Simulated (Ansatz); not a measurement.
ZrSi3O8 on the sites of tetragonal HfO2 (relaxed group Pmm2) (no longer in that coordination): a single-point calculation in Ansatz 0.2.0 (HSE06). Cell and atoms come from a relaxation with r2SCAN.

Input (YAML):
```yaml
crystal:
  lattice:
    - [3.4697024656, 0.0, 0.0]
    - [0.0, 5.813642782, 0.0]
    - [0.0, 0.0, 5.7462848018]
  atoms:
    - { symbol: Si, position: [0.0, 0.0, 0.0788971749] }
    - { symbol: Si, position: [0.5, 0.2474282254, 0.4418811448] }
    - { symbol: O, position: [0.5, 0.0, 0.5856404572] }
    - { symbol: O, position: [0.5, 0.0, 0.1629772796] }
    - { symbol: O, position: [0.0, 0.234339678, 0.3430558725] }
    - { symbol: O, position: [0.0, 0.2054119249, 0.8838223534] }
    - { symbol: Zr, position: [0.0, 0.5, 0.0220011094] }
    - { symbol: Si, position: [0.5, 0.7525717746, 0.4418811448] }
    - { symbol: O, position: [0.5, 0.5, 0.6093523415] }
    - { symbol: O, position: [0.5, 0.5, 0.2036128958] }
    - { symbol: O, position: [0.0, 0.765660322, 0.3430558725] }
    - { symbol: O, position: [0.0, 0.7945880751, 0.8838223534] }
kpoints:
  mp_grid: { grid: [4, 4, 4] }
  band_path:
    path:
      - [0.0, 0.0, 0.0]
      - [0.5, 0.0, 0.0]
      - [0.5, 0.5, 0.0]
      - [0.0, 0.5, 0.0]
      - [0.0, 0.0, 0.5]
      - [0.5, 0.0, 0.5]
      - [0.5, 0.5, 0.5]
      - [0.0, 0.5, 0.5]
    npoints: 1
hamiltonian:
  xc: hse06
scf:
  occupations: { method: fixed }
  n_extra_bands: 7
output:
  forces: true
  stress: true
  eigenvalues: true
```

It took 60 s on 1 × NVIDIA H100 80GB HBM3 with 2 threads of AMD EPYC 7R13 Processor (Zen 3), with other jobs on the host, load about 0.9 per core; peak host memory 3.2 GiB.

What the program printed (shortened):
```
scf.n_extra_bands = 7 over 36 filled bands (N_el = 72.0): the run solves 43 bands
Functional definition: HSE06
Crystal: 12 atoms, lattice volume = 115.912 Å³
Basis set: ecut = 420 eV, 2251 PW (Γ)
Symmetry: 4 space group operations
Space group: Pmm2 (ITA 25)
k-points: 27 of 64 (time reversal used)
[warm-up without exact exchange]
SCF iter   1: HF=-10640.665160 eV  Δρ=5.67e-3  dr2=3.33e-2
SCF iter   2: HF=-10640.665158 eV  Δρ=4.42e-3  dr2=1.51e-2
SCF iter   3: HF=-10640.662580 eV  Δρ=1.64e-3  dr2=1.52e-3
SCF iter   4: HF=-10640.663215 eV  Δρ=7.01e-4  dr2=5.47e-4
SCF 1 stopped early in 4 iterations: F = -10640.662899 eV  dr2 = 5.47e-4
[exact exchange on]
Exchange kernel: α = 0.2500, screened, ω = 0.2079 Å⁻¹, Wigner–Seitz truncation, v(0) = 1036.0283 eV·Å³, q-mesh 4×4×4
SCF iter   1: HF=-10643.534445 eV  Δρ=1.06e-2  dr2=1.80e-1
preconditioner: auto → none  [insulator: Δε(μ)=5.603 eV  ℏωp=28.9 eV]
SCF iter   2: HF=-10643.486658 eV  Δρ=7.48e-3  dr2=5.83e-2
SCF iter   3: HF=-10643.474767 eV  Δρ=2.78e-3  dr2=8.99e-3
SCF iter   4: HF=-10643.506385 eV  Δρ=1.94e-3  dr2=4.76e-3
SCF iter   5: HF=-10643.504897 eV  Δρ=4.99e-4  dr2=2.52e-4
SCF iter   6: HF=-10643.505261 eV  Δρ=3.13e-4  dr2=7.73e-5
SCF iter   7: HF=-10643.505243 eV  Δρ=6.61e-5  dr2=4.69e-6
SCF 2 stopped early in 7 iterations: F = -10643.505242 eV  dr2 = 4.69e-6
hybrid outer 1: dexx = +3.620e-2 eV, tail = 4.97e-5 eV
SCF iter   1: HF=-10643.505031 eV  Δρ=8.51e-5  dr2=6.52e-6
SCF iter   2: HF=-10643.505030 eV  Δρ=2.73e-5  dr2=4.66e-7
SCF iter   3: HF=-10643.505031 eV  Δρ=1.12e-5  dr2=7.65e-8
SCF iter   4: HF=-10643.505031 eV  Δρ=5.23e-6  dr2=1.52e-8
SCF iter   5: HF=-10643.505031 eV  Δρ=4.21e-6  dr2=1.23e-8
SCF iter   6: HF=-10643.505031 eV  Δρ=1.31e-6  dr2=8.14e-10
SCF 3 converged in 6 iterations: F = -10643.505031 eV  dr2 = 8.14e-10
hybrid outer 2: dexx = +6.587e-7 eV, tail = 1.26e-8 eV, Δε = 2.14e-3 eV, ΔF = 1.13e-2 eV/Å
Free energy (F): -10643.505031 eV
Fermi energy:    7.400591 eV
--- Forces (eV/Å), atoms counted from 1 ---
  atom   1  Si      0.00000      0.00000      0.01313
  atom   2  Si      0.00000    -0.02955    -0.07861
  atom   3  O       0.00000      0.00000    -0.17002
  atom   4  O       0.00000      0.00000      0.10937
  atom   5  O       0.00000    -0.00122    -0.07732
  atom   6  O       0.00000      0.22312      0.24317
  atom   7  Zr      0.00000      0.00000      0.11936
  atom   8  Si      0.00000      0.02955    -0.07861
  atom   9  O       0.00000      0.00000    -0.16813
  atom  10  O       0.00000      0.00000    -0.07817
  atom  11  O       0.00000      0.00122    -0.07732
  atom  12  O       0.00000    -0.22312      0.24317
--- Stress (GPa, compression-positive) ---
       -1.178851       0.000000       0.000000
        0.000000      -2.955195       0.000000
        0.000000       0.000000      -1.253064
  P = ⅓ Tr σ = -1.7957 GPa (-17.957 kbar)
```

Levels at the listed points, from bands.tsv (eV from the Fermi energy, bands near the gap, counted from 0):
```tsv
# k_distance	band_31	band_32	band_33	band_34	band_35	band_36	band_37	band_38	band_39
# fermi_ev = 7.400591
# [0, 0, 0] at k_distance = 0.000000
# [0.5, 0, 0] at k_distance = 0.905436
# [0.5, 0.5, 0] at k_distance = 1.445819
# [0, 0.5, 0] at k_distance = 2.351254
# [0, 0, 0.5] at k_distance = 3.119963
# [0.5, 0, 0.5] at k_distance = 4.025399
# [0.5, 0.5, 0.5] at k_distance = 4.565782
# [0, 0.5, 0.5] at k_distance = 5.471217
# levels_relative_to = fermi_ev
0.000	-1.252	-0.732	-0.521	-0.277	-0.096	5.484	6.426	7.455	7.615
0.905	-1.107	-1.001	-0.791	-0.531	-0.148	6.340	7.016	7.431	8.361
1.446	-1.489	-0.961	-0.961	-0.710	-0.282	6.510	6.999	7.240	8.838
2.351	-1.566	-1.130	-0.851	-0.671	-0.057	6.620	7.257	7.881	8.034
3.120	-1.436	-1.075	-0.730	-0.428	-0.169	5.988	7.239	7.542	8.042
4.025	-1.453	-1.171	-0.161	-0.100	0.000	6.680	6.931	7.408	8.366
4.566	-1.228	-1.038	-0.558	-0.254	-0.115	6.766	7.106	7.147	9.037
5.471	-1.424	-1.353	-0.712	-0.699	-0.648	6.674	7.229	8.069	8.315
```
In order the rows are Γ, X, S, Y, Z, U, R, T.

The HSE06 gap is indirect, 5.48 eV (U to Γ), below the direct gap of 5.58 eV at Γ. The gap is the least over the mesh and the extra points. With the atoms held, the mean pressure is -1.8 GPa (compression positive). The stress of a hybrid is loosely converged here. The largest force is 0.33 eV/Å.

Spin-unpolarised throughout. Whether this structure exists isn't addressed.

The meshes of the hybrids are coarse, so their gaps aren't converged to the digits shown.
